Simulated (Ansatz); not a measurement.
Relax this structure to zero stress and force, keeping its symmetry:

```cif
data_structure
_symmetry_space_group_name_H-M 'Pbca'
_symmetry_Int_Tables_number 61
_cell_length_a 5.1702
_cell_length_b 9.2578
_cell_length_c 5.5035
_cell_angle_alpha 90.000
_cell_angle_beta 90.000
_cell_angle_gamma 90.000
_cell_volume 263.42
loop_
_atom_site_label
_atom_site_type_symbol
_atom_site_symmetry_multiplicity
_atom_site_Wyckoff_symbol
_atom_site_fract_x
_atom_site_fract_y
_atom_site_fract_z
_atom_site_occupancy
Ti1 Ti 8 c 0.13796 0.12897 0.90806 1
O1 O 8 c 0.46408 0.22976 0.89179 1
O2 O 8 c 0.81698 0.01018 0.85169 1
```

All numbers below come from DFT PBE+D3(BJ), scalar-relativistic, plane waves, PAW in Ansatz 0.2.0.

Cutoff 420 eV; k points 6×4×6 on the computed 24-atom cell (Γ-centred); Gaussian smearing, width 0.02 eV; no spin polarisation.

What does it relax to?

The volume falls by 0.20 Å³/atom to 10.77 Å³/atom, and the energy falls by 2.3 meV/atom. Final structure:
Space group Pbca (No. 61). a = 5.139 Å, b = 9.203 Å, c = 5.467 Å, α = 90.00°, β = 90.00°, γ = 90.00°
| atom | site | symmetry | x | y | z |
| --- | --- | --- | --- | --- | --- |
| Ti | 8c | 1 | 0.1386 | 0.1289 | 0.9064 |
| O | 8c | 1 | 0.4642 | 0.2302 | 0.8907 |
| O | 8c | 1 | 0.8155 | 0.0097 | 0.8509 |

This form isn't the usual stable structure of the compound.

Cost: 1 run of about 37 core-minutes, on Intel Xeon Processor @ 2.50GHz (Skylake/Cascade Lake) (shared hosts).